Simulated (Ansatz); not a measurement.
A distorted cell of Mg₂Sn (antifluorite type, space group Fm-3m):

```yaml
crystal:
  lattice:
    - [0.00000, 3.42615, 3.42615]
    - [3.42615, 0.00000, 3.42615]
    - [3.42615, 3.42615, 0.00000]
  atoms:
    - { symbol: Sn, position: [0.00000, 0.00000, 0.00000] }
    - { symbol: Mg, position: [0.25000, 0.25000, 0.25000] }
    - { symbol: Mg, position: [0.75000, 0.75000, 0.75000] }
```

Computed with PBEsol (plane waves to 420 eV, PAW, scalar-relativistic; Ansatz, a program for electronic structure). k mesh 12×12×12 (Γ-centred), Fermi-Dirac smearing 0.05 eV. The energy includes the smearing's −TS. Compression counts positive. At this level the bands of Mg2Sn touch or barely overlap; measurements give the solid a gap. Mg2Sn was relaxed with its symmetry unable to fall.

What is the stress tensor (GPa)?


```
   -1.8      0.0      0.0
    0.0     -1.8      0.0
    0.0      0.0     -1.8
```
The pressure, a third of the trace, is -1.8 GPa.

It is the relaxed cell scaled evenly to V/V₀ = 1.048, atoms relaxed where free. What is its energy relative to the relaxed cell?

7 meV/atom.

(A scan under strain: stresses follow from slopes of the energy per volume, elastic moduli from its curvatures.)
